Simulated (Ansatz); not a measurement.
YF3:
```cif
data_F12Y4
_chemical_formula_sum 'Y4 F12'
_space_group_name_H-M_alt 'Pnma'
_space_group_IT_number 62
_space_group_name_Hall '-P 2ac 2n'
_cell_length_a 6.37633
_cell_length_b 6.86325
_cell_length_c 4.37605
_cell_angle_alpha 90.000
_cell_angle_beta 90.000
_cell_angle_gamma 90.000
loop_
_atom_site_label
_atom_site_type_symbol
_atom_site_symmetry_multiplicity
_atom_site_Wyckoff_symbol
_atom_site_fract_x
_atom_site_fract_y
_atom_site_fract_z
_atom_site_occupancy
Y1 Y 4 c 0.36888 0.25000 0.06196 1
F1 F 8 d 0.16528 0.06319 0.37961 1
F2 F 4 c 0.02258 0.25000 0.91182 1
```

Relaxed with r²SCAN. DFT-r²SCAN in the program Ansatz with PAW potentials gives a gap of 8.67 eV.

**Question.** What gap does HSE06 give on the same cell (Ansatz, PAW)?

**Answer.** 10.26 eV, 1.59 eV more. The hybrid was solved on a coarser mesh and at special points; the gap given is the minimum over both.

```tsv
k	v1 r²SCAN	c1 r²SCAN	v1 HSE06	c1 HSE06
Γ	-0.04	8.76	0.00	10.26
X	-0.13	8.94	(withheld)	(withheld)
Z	0.00	8.67	-0.01	10.26
U	-0.03	8.72	(withheld)	(withheld)
Y	-0.15	8.93	-0.13	10.49
S	-0.15	9.13	-0.14	10.71
T	-0.09	8.85	(withheld)	(withheld)
R	-0.21	9.00	(withheld)	(withheld)
```

**Question.** Top valence (v1) and lowest conduction level (c1) in eV from each method's valence maximum (which need not be a listed point): supply the withheld HSE06 values.

**Answer.** 
- T, v1 HSE06: -0.10
- T, c1 HSE06: 10.45
- X, v1 HSE06: -0.11
- X, c1 HSE06: 10.51
- U, v1 HSE06: -0.04
- U, c1 HSE06: 10.29
- R, v1 HSE06: -0.22
- R, c1 HSE06: 10.59

Cost on shared cores: the r²SCAN run (SCF on a 5×4×6 mesh, then bands and DOS) about 10 core-minutes (a rough figure), the HSE06 run (SCF on 3×3×4, then a few points) about 15 core-minutes (a rough figure); the tasks are unlike.

The first step of the workflow began from a Materials Project structure, measured or hypothetical; the Crystallography Open Database files this formula in space group No. 62, but the cells were not matched. Its standing as an ambient phase is unchecked. The r²SCAN relaxation kept the symmetry of its start; its stability against distortions is not shown here. No spin polarisation was allowed. Spin–orbit coupling is left out wherever it is not named.

Potentials: the later of the program's two PAW sets.
